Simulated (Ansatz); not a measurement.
Ca3Pb, in the lowest among the structures calculated here: Pm-3m (No. 221), cP4, Cu3Au type; a = b = c = 4.9924 Å, α = β = γ = 90.00°; Ca 3c (0.000, 0.500, 0.500); Pb 1a (0.000, 0.000, 0.000). Level of theory: PBEsol (plane waves to 420 eV, PAW, scalar-relativistic; Ansatz, a quantum-chemistry and plane-wave program). Element references, the lowest calculated here: Ca (Fm-3m), Pb (Fm-3m).

### Question
Estimate the formation energy of this Pm-3m form of Ca3Pb from the elements that PBEsol returns for this input.

### Answer
-0.42 eV/atom.

Static energies, no anion corrections, no zero-point energy. Values are rounded to 0.01 eV/atom. Spin-orbit coupling is missing from these energies, which matters for elements this heavy. The compounds carry no spin polarisation.
